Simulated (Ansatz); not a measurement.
The start is a relaxed SnO cell displaced along its unstable phonon at q = (½, 0, 0) of its primitive reciprocal cell (51i cm⁻¹), largest move 0.15 Å. A full variable-cell relaxation at zero pressure is run with PBE (plane waves to 420 eV, PAW, scalar-relativistic; Ansatz, an electronic-structure program). The first steps use a coarse 4×7×4 k-mesh.

Input geometry:
```
CELL_PARAMETERS angstrom
      6.52636     0.00000     0.00000
      0.00000     3.26318     0.00000
      0.00000     0.00000     6.34126
ATOMIC_POSITIONS crystal
  Sn 0.00000 0.50000 0.00000
  Sn 0.50000 0.50000 0.00000
  Sn 0.25000 0.95403 0.50000
  Sn 0.75000 0.04597 0.50000
  O  0.00000 0.00000 0.25000
  O  0.50000 0.00000 0.25000
  O  0.00000 0.00000 0.75000
  O  0.50000 0.00000 0.75000
```

- Largest initial force = about 0.2 eV/Å, on Sn3, Sn4 (atoms numbered as listed)
- Energy released = 0.05 eV/atom
- Volume change = -3.1 %, from 16.88 to 16.36 Å³/atom
- Relative to the parent = It does not go back: it reaches Pmma (No. 51), 0.05 eV/atom below the parent
- Shortest distances (start → end) = The closest pairs of elements (up to four, under 3.6 Å), start → end: O–Sn 2.27 → 2.26 Å; O–O 3.17 → 2.96 Å; Sn–Sn 3.26 → 3.07 Å
- Band gap at the end = zero (metallic)
- Optimiser moves = 15

Relaxed structure:

```cif
data_O4Sn4
_chemical_formula_sum 'Sn4 O4'
_space_group_name_H-M_alt 'Pmma'
_space_group_IT_number 51
_space_group_name_Hall '-P 2a 2a'
_cell_length_a 6.13989
_cell_length_b 5.99208
_cell_length_c 3.55800
_cell_angle_alpha 90.000
_cell_angle_beta 90.000
_cell_angle_gamma 90.000
loop_
_space_group_symop_operation_xyz
  'x, y, z'
  '-x, -y, -z'
  '-x+1/2, -y, z'
  'x+1/2, y, -z'
  'x+1/2, -y, -z'
  '-x+1/2, y, z'
  '-x, y, -z'
  'x, -y, z'
loop_
_atom_site_label
_atom_site_type_symbol
_atom_site_symmetry_multiplicity
_atom_site_Wyckoff_symbol
_atom_site_fract_x
_atom_site_fract_y
_atom_site_fract_z
_atom_site_occupancy
Sn1 Sn 2 c 0.00000 0.00000 0.50000 1
Sn2 Sn 2 f 0.25000 0.50000 0.21003 1
O1 O 4 g 0.00000 0.25293 0.00000 1
```

Final values are on a 8×8×13 k-mesh of the relaxed cell. No spin polarisation in the result.

The run could not lose the symmetry of its start, so the end can be a saddle point.

The relaxed structure here is a generated cell of SnO: the first start was made by placing the elements on the sites of a structure type, and the end was not matched to a known phase here, so it may be hypothetical. Known forms of SnO include space group No. 129.
